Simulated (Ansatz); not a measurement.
Data:

CuI:
```
CuI
1.0
    0.00000     3.03948     3.03948
    3.03948     0.00000     3.03948
    3.03948     3.03948     0.00000
Cu I
1 1
Cartesian
  4.55921   4.55921   4.55921
  0.00000   0.00000   0.00000
```

This is the PBE-relaxed structure.

### Question
All from DFT-PBE in the program Ansatz with PAW potentials, unless another level is named. Estimate the zero-point energy.

### Answer
17.9 meV/atom.

### Question
Give the vibrational entropy at 300 K.

### Answer
47.2 J/(K·mol of atoms).

### Question
And the Debye temperature from the elastic constants?

### Answer
180 K.

Space group F-43m (zinc blende). The cell was relaxed with PBE under the symmetry of its start; phonons on a q-mesh show no instability. No spin polarisation was allowed. Scalar-relativistic: spin–orbit coupling is off unless named, which matters more the heavier the elements.

Potentials: the later of the program's two PAW sets.
